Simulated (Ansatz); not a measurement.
ZnS (6H polytype, P6_3mc), r²SCAN (plane waves, PAW; program Ansatz). The conduction-band minimum lies at Γ, with 1 equivalent valley. Second derivatives d²E/dk² of the lowest band at one valley (eV·Å²), along Cartesian directions:

```
direction  d²E/dk²
---------  -------
[100]        38.57
[010]        38.57
[001]        40.43
[110]        38.57
[101]        39.51
[011]        39.51
```

Q: Find the principal effective masses, the density-of-states mass and the conductivity mass.

A: Off-diagonal terms follow from H_xy = H[110] − (H_xx + H_yy)/2, and m*/mₑ = 7.620 eV·Å² over each eigenvalue: 0.19, 0.20, 0.20. One valley's DOS mass (m₁m₂m₃)^(1/3) = 0.19, conductivity mass 3/(Σ 1/mᵢ) = 0.19 mₑ.

Q: What effective density of states Nc follows at 300 K for parabolic valleys?

A: Nc = 2.509e19 × 1 × (0.19)^(3/2) ≈ 2.1e18 cm⁻³.

The workflow started from a Materials Project entry (that database holds measured and hypothetical structures alike). Its sites differ from those of the usual phase in this space group: another stacking or structure type. The cell was relaxed with r²SCAN under the symmetry of its start; its stability against distortions is not shown here.

Potentials: the later of the program's two PAW sets.

Edges and masses are those of Kohn–Sham bands, whose gap is no quasiparticle gap.
